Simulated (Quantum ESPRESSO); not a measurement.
## Sn5ReAlTi (finding a planted mistake in a log)

Simulated, not a measurement. The program is pw.x of Quantum ESPRESSO 7.5 (plane-wave density functional theory). The cell is made up: eight metal atoms on a face-centred cubic lattice, with elements, volume, strain and displacements drawn at random and not relaxed, so it may be unstable or far from any real phase. PseudoDojo standard norm-conserving files set the functional (PBE unless stated); there is no spin polarisation or spin-orbit coupling, the Fermi-Dirac width of 0.25 eV means electrons at about 2900 K, and the masses in the input are unused placeholders. The tin pseudopotential is less sure than most, with forces differing by about three percent from a second method on plain tin. Heavy elements are run without spin-orbit coupling, which real alloys of them have. A spin test at this wide smearing found no moment, but such smearing suppresses magnetism that the real alloy may have.

Intended input:

```
&control calculation='scf', pseudo_dir='./dojo.nc.sr.pbe.v0_5.standard.upf', outdir='./o', disk_io='medium', tprnfor=.true., tstress=.true. /
&system ibrav=0, nat=8, ntyp=4, nbnd=62, ecutwfc=84.00895049, nosym=.true., tot_charge=0,
 occupations='smearing', smearing='fd', degauss=0.0183746611
/
&electrons conv_thr=1.470e-08, electron_maxstep=70, mixing_beta=0.5 /
ATOMIC_SPECIES
Al 1.0 Al.upf
Re 1.0 Re.upf
Sn 1.0 Sn.upf
Ti 1.0 Ti.upf
CELL_PARAMETERS angstrom
2.2305 4.4609 2.2305
2.2305 -4.4609 2.2305
2.2305 0.0 -6.6914
ATOMIC_POSITIONS angstrom
Sn -0.073 0.0719 0.0656
Sn 2.293 -2.2251 0.0472
Sn 2.3058 -0.0734 -2.2068
Re 4.4928 -2.2591 -2.2198
Al 2.0833 0.0629 2.1342
Ti 2.3132 2.1962 -0.0447
Sn 4.5383 -0.1059 0.0956
Sn 4.3434 2.2986 -2.2522
K_POINTS automatic
5 5 4 1 1 1
```

The log is shortened where brackets say so; the opening notice, blank lines, dates and the lines on written files are dropped, and the path of the files is cut. It prints rydbergs, bohrs and kilobars, and counts compression as positive stress. Its total energy is the free energy E - TS of the whole cell.

Log of the intended run:

```
     Program PWSCF v.7.5
     Parallel version (MPI & OpenMP), running on       1 processor cores
     Number of MPI processes:                 1
     Threads/MPI process:                     1
     [start-up lines left out]
     bravais-lattice index     =            0
     lattice parameter (alat)  =      10.3245  a.u.
     unit-cell volume          =    1198.1430 (a.u.)^3
     number of atoms/cell      =            8
     number of atomic types    =            4
     number of electrons       =       100.00
     number of Kohn-Sham states=           62
     kinetic-energy cutoff     =      84.0090  Ry
     charge density cutoff     =     336.0358  Ry
     scf convergence threshold =      1.5E-08
     mixing beta               =       0.5000
     number of iterations used =            8  plain     mixing
     Exchange-correlation= PBE
                           (   1   4   3   4   0   0   0)
     [axes and pseudopotential details left out]
   Cartesian axes
     site n.     atom                  positions (alat units)
         1        Sn     tau(   1) = (  -0.0133614   0.0131600   0.0120069  )
         2        Sn     tau(   2) = (   0.4196939  -0.4072660   0.0086391  )
         3        Sn     tau(   3) = (   0.4220368  -0.0134346  -0.4039165  )
         4        Re     tau(   4) = (   0.8223292  -0.4134891  -0.4062959  )
         5        Al     tau(   5) = (   0.3813120   0.0115128   0.3906283  )
         6        Ti     tau(   6) = (   0.4233912   0.4019764  -0.0081816  )
         7        Sn     tau(   7) = (   0.8306572  -0.0193832   0.0174979  )
         8        Sn     tau(   8) = (   0.7949841   0.4207189  -0.4122262  )
     number of k points=    50  Fermi-Dirac smearing, width (Ry)=  0.0184
                       cart. coord. in units 2pi/alat
        k(    1) = (   0.2602546   0.0000000  -0.0153093), wk =   0.0400000
        k(    2) = (   0.4133471   0.0000000  -0.1684018), wk =   0.0400000
     [further k points left out]
     Dense  grid:   124615 G-vectors     FFT dimensions: (  64,  64,  80)
     Estimated max dynamical RAM per process >     211.96 MB
     Initial potential from superposition of free atoms
     starting charge      99.9879, renormalised to     100.0000
     Starting wfcs are   69 randomized atomic wfcs
     total cpu time spent up to now is       46.8 secs
     per-process dynamical memory:   110.9 Mb
     Self-consistent Calculation
     iteration #  1     ecut=    84.01 Ry     beta= 0.50
     Davidson diagonalization with overlap
     ethr =  1.00E-02,  avg # of iterations =  3.1
     Threshold (ethr) on eigenvalues was too large:
     Diagonalizing with lowered threshold
     Davidson diagonalization with overlap
     ethr =  3.54E-04,  avg # of iterations =  4.0
     total cpu time spent up to now is      279.1 secs
     total energy              =   -1084.65057684 Ry
     estimated scf accuracy    <       0.33985553 Ry
     iteration #  2     ecut=    84.01 Ry     beta= 0.50
     Davidson diagonalization with overlap
     ethr =  3.40E-04,  avg # of iterations =  4.9
     total cpu time spent up to now is      414.4 secs
     total energy              =   -1084.48796382 Ry
     estimated scf accuracy    <       3.67182559 Ry
     [iterations 3 to 10 left out]
     iteration # 11     ecut=    84.01 Ry     beta= 0.50
     Davidson diagonalization with overlap
     ethr =  2.07E-10,  avg # of iterations =  4.2
     total cpu time spent up to now is     1421.9 secs
     total energy              =   -1084.81945730 Ry
     estimated scf accuracy    <       0.00000004 Ry
     iteration # 12     ecut=    84.01 Ry     beta= 0.50
     Davidson diagonalization with overlap
     ethr =  4.45E-11,  avg # of iterations =  2.1
     total cpu time spent up to now is     1542.0 secs
     End of self-consistent calculation
     [lines on levels left out]
!    total energy              =   -1084.81945730 Ry
     estimated scf accuracy    <          9.8E-09 Ry
     smearing contrib. (-TS)   =      -0.10706350 Ry
     internal energy E=F+TS    =   -1084.71239380 Ry
     The total energy is F=E-TS. E is the sum of the following terms:
     one-electron contribution =    -342.74827286 Ry
     hartree contribution      =     233.80241783 Ry
     xc contribution           =    -274.65546293 Ry
     ewald contribution        =    -701.11107584 Ry
     convergence has been achieved in  12 iterations
     Forces acting on atoms (cartesian axes, Ry/au):
     atom    1 type  3   force =    -0.00570960   -0.00237257   -0.01459194
     atom    2 type  3   force =    -0.00426711   -0.00647034   -0.00778428
     atom    3 type  3   force =     0.01840902    0.00801965   -0.00353847
     atom    4 type  2   force =     0.01679186   -0.00312281   -0.01148901
     atom    5 type  1   force =     0.00025367    0.00401565    0.01785162
     atom    6 type  4   force =    -0.01651422   -0.00240007    0.02792650
     atom    7 type  3   force =    -0.02959276    0.03713546   -0.00157471
     atom    8 type  3   force =     0.02062914   -0.03480497   -0.00679972
     Total force =     0.080901     Total SCF correction =     0.000311
     Computing stress (Cartesian axis) and pressure
          total   stress  (Ry/bohr**3)                   (kbar)     P=      -18.49
  -0.00012605  -0.00004185  -0.00002086          -18.54       -6.16       -3.07
  -0.00004185  -0.00015341  -0.00004046           -6.16      -22.57       -5.95
  -0.00002086  -0.00004046  -0.00009757           -3.07       -5.95      -14.35
     init_run     :     43.21s CPU     46.63s WALL (       1 calls)
     electrons    :   1455.67s CPU   1495.33s WALL (       1 calls)
     forces       :     10.47s CPU     10.58s WALL (       1 calls)
     stress       :     41.26s CPU     41.51s WALL (       1 calls)
     [timing details left out]
     PWSCF        :  25m51.10s CPU  26m36.75s WALL
     JOB DONE.
```

A second run was made from an input with one planted mistake. Its log:

```
     Program PWSCF v.7.5
     Parallel version (MPI & OpenMP), running on       1 processor cores
     Number of MPI processes:                 1
     Threads/MPI process:                     1
     [start-up lines left out]
     bravais-lattice index     =            0
     lattice parameter (alat)  =      10.3245  a.u.
     unit-cell volume          =    1198.1430 (a.u.)^3
     number of atoms/cell      =            8
     number of atomic types    =            5
     number of electrons       =       102.00
     number of Kohn-Sham states=           63
     kinetic-energy cutoff     =      84.0090  Ry
     charge density cutoff     =     336.0358  Ry
     scf convergence threshold =      1.5E-08
     mixing beta               =       0.5000
     number of iterations used =            8  plain     mixing
     Exchange-correlation= PBE
                           (   1   4   3   4   0   0   0)
     [axes and pseudopotential details left out]
   Cartesian axes
     site n.     atom                  positions (alat units)
         1        Sn     tau(   1) = (  -0.0133614   0.0131600   0.0120069  )
         2        Sn     tau(   2) = (   0.4196939  -0.4072660   0.0086391  )
         3        Sn     tau(   3) = (   0.4220368  -0.0134346  -0.4039165  )
         4        Re     tau(   4) = (   0.8223292  -0.4134891  -0.4062959  )
         5        Al     tau(   5) = (   0.3813120   0.0115128   0.3906283  )
         6        Ti     tau(   6) = (   0.4233912   0.4019764  -0.0081816  )
         7        Sn     tau(   7) = (   0.8306572  -0.0193832   0.0174979  )
         8        Ru     tau(   8) = (   0.7949841   0.4207189  -0.4122262  )
     number of k points=    50  Fermi-Dirac smearing, width (Ry)=  0.0184
                       cart. coord. in units 2pi/alat
        k(    1) = (   0.2602546   0.0000000  -0.0153093), wk =   0.0400000
        k(    2) = (   0.4133471   0.0000000  -0.1684018), wk =   0.0400000
     [further k points left out]
     Dense  grid:   124615 G-vectors     FFT dimensions: (  64,  64,  80)
     Estimated max dynamical RAM per process >     220.50 MB
     Initial potential from superposition of free atoms
     starting charge     101.9887, renormalised to     102.0000
     Starting wfcs are   70 randomized atomic wfcs
     total cpu time spent up to now is       39.0 secs
     per-process dynamical memory:   124.8 Mb
     Self-consistent Calculation
     iteration #  1     ecut=    84.01 Ry     beta= 0.50
     Davidson diagonalization with overlap
     ethr =  1.00E-02,  avg # of iterations =  3.0
     Threshold (ethr) on eigenvalues was too large:
     Diagonalizing with lowered threshold
     Davidson diagonalization with overlap
     ethr =  6.71E-04,  avg # of iterations =  2.4
     total cpu time spent up to now is      210.1 secs
     total energy              =   -1128.93582167 Ry
     estimated scf accuracy    <       0.70464046 Ry
     iteration #  2     ecut=    84.01 Ry     beta= 0.50
     Davidson diagonalization with overlap
     ethr =  6.91E-04,  avg # of iterations =  4.2
     total cpu time spent up to now is      297.4 secs
     total energy              =   -1128.75404586 Ry
     estimated scf accuracy    <      10.00643896 Ry
     [iterations 3 to 11 left out]
     iteration # 12     ecut=    84.01 Ry     beta= 0.50
     Davidson diagonalization with overlap
     ethr =  9.83E-10,  avg # of iterations =  1.3
     total cpu time spent up to now is     1286.3 secs
     total energy              =   -1129.33644483 Ry
     estimated scf accuracy    <       0.00000005 Ry
     iteration # 13     ecut=    84.01 Ry     beta= 0.50
     Davidson diagonalization with overlap
     ethr =  5.16E-11,  avg # of iterations =  2.5
     total cpu time spent up to now is     1437.3 secs
     End of self-consistent calculation
     [lines on levels left out]
!    total energy              =   -1129.33644483 Ry
     estimated scf accuracy    <          4.4E-09 Ry
     smearing contrib. (-TS)   =      -0.13212428 Ry
     internal energy E=F+TS    =   -1129.20432055 Ry
     The total energy is F=E-TS. E is the sum of the following terms:
     one-electron contribution =    -383.98554507 Ry
     hartree contribution      =     249.26699813 Ry
     xc contribution           =    -264.29015779 Ry
     ewald contribution        =    -730.19561582 Ry
     convergence has been achieved in  13 iterations
     Forces acting on atoms (cartesian axes, Ry/au):
     atom    1 type  4   force =    -0.02610078   -0.00603923    0.01200488
     atom    2 type  4   force =    -0.01564206   -0.00541746    0.00359694
     atom    3 type  4   force =     0.04058239    0.00342521   -0.03294100
     atom    4 type  2   force =     0.02816511   -0.00495841   -0.01622168
     atom    5 type  1   force =    -0.01539537    0.00098781    0.03349857
     atom    6 type  5   force =    -0.00265253   -0.00416580    0.01372384
     atom    7 type  4   force =     0.00994492    0.01479041   -0.01912061
     atom    8 type  3   force =    -0.01890168    0.00137747    0.00545907
     Total force =     0.087285     Total SCF correction =     0.000240
     Computing stress (Cartesian axis) and pressure
          total   stress  (Ry/bohr**3)                   (kbar)     P=     -104.98
  -0.00070722  -0.00000350   0.00002452         -104.03       -0.51        3.61
  -0.00000350  -0.00077503  -0.00006409           -0.51     -114.01       -9.43
   0.00002452  -0.00006409  -0.00065863            3.61       -9.43      -96.89
     init_run     :     36.38s CPU     38.74s WALL (       1 calls)
     electrons    :   1301.73s CPU   1398.40s WALL (       1 calls)
     forces       :     13.98s CPU     14.22s WALL (       1 calls)
     stress       :     51.55s CPU     51.96s WALL (       1 calls)
     [timing details left out]
     PWSCF        :  23m25.58s CPU  25m11.30s WALL
     JOB DONE.
```

Question: the log repeats what the program read. Compare it with the intended run: what was wrong in the second input?

Answer: one atom is of a wrong element. The input lines that differ:

```
- &system ibrav=0, nat=8, ntyp=4, nbnd=62, ecutwfc=84.00895049, nosym=.true., tot_charge=0,
+ &system ibrav=0, nat=8, ntyp=5, nbnd=63, ecutwfc=84.00895049, nosym=.true., tot_charge=0,
+ Ru 1.0 Ru.upf
- Sn 4.3434 2.2986 -2.2522
+ Ru 4.3434 2.2986 -2.2522
```

```
                                            intended run  run with the mistake
                          free energy (eV)    -14759.721            -15365.405
         entropy term -TS, part of it (eV)        -1.457                -1.798
                            pressure (GPa)         -1.85                -10.50
size of the largest force component (eV/Å)         0.955                 1.043
largest change of a force component (eV/Å)                               1.017
                                iterations            12                    13
```

For scale, a rerun of the intended cell at a higher cutoff and on a denser mesh moved values by no more than 0.004 eV in energy, 0.07 GPa in stress and 0.009 eV/Å in force, and a second program with other atomic files agreed on that cell to 2 % rms in force and 0.5 GPa in pressure. Files of another functional or element have another zero of energy, so the energy change says nothing on stability. The number of bands, nbnd, was set by rule from the electron count, so it follows the mistake.